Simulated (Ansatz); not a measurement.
Relaxed CoSn (CoSn type, space group P6/mmm):

```xyz
6
Lattice="5.2416 0.0000 0.0000 -2.6208 4.5394 0.0000 0.0000 0.0000 4.1879" Properties=species:S:1:pos:R:3 pbc="T T T"
Co     2.6208     0.0000     0.0000
Co     1.3104     2.2697     0.0000
Co    -1.3104     2.2697     0.0000
Sn     0.0000     0.0000     0.0000
Sn     0.0000     3.0263     2.0940
Sn     2.6208     1.5131     2.0940
```

In each cell atom 2 (Co, nearest neighbour Sn at 2.583 Å; its periodic images, 4.2 Å or more away, move with it) moves by s·(0.000, 0.000, 1.000) (along Cartesian z), the rest being held.

Calculation: r2SCAN (plane waves to 500 eV, PAW, scalar-relativistic; Ansatz, a first-principles code). k mesh 8×8×9 (Γ-centred), Fermi-Dirac smearing 0.05 eV. E stands for the smeared free energy. With partly filled bands, energies and forces of such displacements shift with the k mesh and the smearing. CoSn is run without spin polarisation. CoSn was relaxed with its symmetry unable to fall. ΔE is measured from the undisplaced structure. The last digit holds for this mesh only.

```csv
s (Å),ΔE (meV/cell)
-0.260,275.9
-0.208,170.4
-0.156,93.0
-0.104,withheld
-0.052,10.0
0.000,0.0
0.052,10.0
0.104,withheld
0.156,93.0
0.208,170.4
0.260,275.9
```

Fit an even polynomial form (powers 2, 4) to the given rows and predict ΔE at s = -0.104.

Least squares on the 9 given rows: ΔE = (3680)·s² + (5945)·s⁴, in meV/cell with s in Å; root-mean-square residual 0.05 meV/cell. At -0.104 the fit gives 40.5 meV/cell; the calculation gives 40.4 meV/cell, so the interpolation is off by 0.1 (+0.2 %). The quadratic term alone would give 39.8 meV/cell.

(For displaced atoms, the force is minus the slope of the energy, and its curvature is a force constant, which sets phonon frequencies.)
